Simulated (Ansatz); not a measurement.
Problem. TaS2 (CdI2 type, P-3m1) is relaxed with the program Ansatz at the LDA level (PAW). What lattice parameters of the conventional cell result?

Solution. a = 3.291 Å, c = 5.724 Å.

Problem. Give the free coordinates with the occupied sites.

Solution. In one choice of origin and axes:

```
atom  site  symmetry       x       y       z
----  ----  --------  ------  ------  ------
Ta      1a      -3m.  0.0000  0.0000  0.0000
S       2d       3m.  0.3333  0.6667  0.2685
```

Problem. Is it a metal or does it have a gap at this level?

Solution. No gap at this level.

This is a known high-temperature phase of the composition, computed here at zero pressure and temperature. Symmetry was held in the LDA relaxation; its stability against distortions is not shown here. The run is not spin-polarised. A crystal of weakly bound layers computed without a dispersion correction: the cell and the soft elastic constants depend strongly on that. With an odd number of electrons in the cell and no spin polarisation, the count alone makes it a metal. Spin–orbit coupling is left out wherever it is not named.

Potentials: the earlier of the program's two PAW sets. The files were generated under PBE; for other functionals the program regenerates the frozen cores, and for LDA and PBEsol the local potential too.
